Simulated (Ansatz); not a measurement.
Input:

C:
```xyz
8
Lattice="2.5098 0.0000 0.0000 -1.2549 2.1736 0.0000 0.0000 0.0000 8.2803" Properties=species:S:1:pos:R:3 pbc="T T T"
C      0.0000     0.0000     4.9097
C      0.0000     0.0000     3.3706
C      0.0000     0.0000     0.7695
C      0.0000     0.0000     7.5107
C      0.0000     1.4490     2.8526
C      1.2549     0.7245     5.4277
C      1.2549     0.7245     6.9927
C      0.0000     1.4490     1.2876
```

This is the r²SCAN-relaxed structure. Tensor components refer to the Cartesian frame of this cell.

**Question.** All from DFT-r²SCAN in the program Ansatz with PAW potentials, unless another level is named. Give the HSE06 gap on the r²SCAN cell.

**Answer.** 5.73 eV.

**Question.** Predict the hole effective mass, band 2 of 2 at the edge.

**Answer.** 0.26 along x, 0.65 along z (mₑ).

**Question.** And the valence-band maximum?

**Answer.** at Γ.

**Question.** Next, the conduction-band minimum?

**Answer.** on the Γ–M line, 82 % of the way from Γ (6 equivalent valleys).

Space group P6_3/mmc. The first step of the workflow began from a Materials Project structure, measured or hypothetical. Its sites differ from those of the usual phase in this space group: another stacking or structure type. The r²SCAN relaxation kept the symmetry of its start; phonons on a q-mesh show no instability.

Potentials: the earlier of the program's two PAW sets.
